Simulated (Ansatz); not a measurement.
A geometry of CaSnF6 away from equilibrium: the start of the relaxation of a relaxed CaSnF6 cell with every coordinate shifted by Gaussian noise of σ = 0.1 Å. Computed with r2SCAN (plane waves to 500 eV, PAW, scalar-relativistic; Ansatz, an electronic-structure program). Γ-centred k-mesh 5×5×5 on the run's cell (coarser than for final values), Fermi–Dirac smearing 0.05 eV.

```xyz
8
Lattice="2.8416 1.6406 4.9003 -2.8416 1.6406 4.9003 0.0000 -3.2812 4.9003" Properties=species:S:1:pos:R:3 pbc="T T T"
Ca     0.0525    -0.1681    -0.0991
Sn    -0.0791    -0.0095     7.2544
F      1.1310    -1.2369     8.5180
F     -1.0497     1.3176     6.0703
F     -1.5514    -0.3003     8.6227
F      1.5721     0.2099     6.0845
F      0.4226     1.3384     8.3789
F     -0.5698    -1.5284     6.0282
```

Question: Which atoms carry the largest force, and which way does it point?

Answer: 3.90 eV/Å, on Sn2 (atoms numbered as listed); on Sn2 its components are (0.11, -3.51, -1.68).

Question: What is the pressure?

Answer: -1.2 GPa, compression positive.

No spin polarisation in the result.

The cell that was disturbed is our relaxation of an entry of Materials Project.
